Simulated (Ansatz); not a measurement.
Given:

CuI:
```
CELL_PARAMETERS angstrom
     12.35976     0.00000     0.00000
      0.00000     3.95782     0.00000
      0.00000     0.00000     3.95805
ATOMIC_POSITIONS crystal
  Cu 0.25000 0.25000 0.25011
  Cu 0.25000 0.75000 0.75011
  Cu 0.75000 0.75000 0.74989
  Cu 0.75000 0.25000 0.24989
  I  0.88543 0.25000 0.74988
  I  0.61457 0.75000 0.24988
  I  0.11457 0.75000 0.25012
  I  0.38543 0.25000 0.75012
```

This is the LDA-relaxed structure.

**Question.** All from DFT-LDA in the program Ansatz with PAW potentials, unless another level is named. Give the highest zone-centre frequency (without LO–TO term).

**Answer.** 21.7 meV.

**Question.** What about the bulk modulus (Birch–Murnaghan fit)?

**Answer.** 20.8 GPa.

Space group P4/nmm. A made-up cell: these elements were put on the sites of a structure type; the Crystallography Open Database copy checked does not list it. It is not the phase usual at ambient conditions (space group No. 216). The LDA relaxation kept the symmetry of its start; of distortions, only those at the zone centre were tested, and some modes there are weakly imaginary. The run is not spin-polarised. A crystal of weakly bound layers computed without a dispersion correction: the cell and the soft elastic constants depend strongly on that. Spin–orbit coupling is left out wherever it is not named.

Potentials: the earlier of the program's two PAW sets.
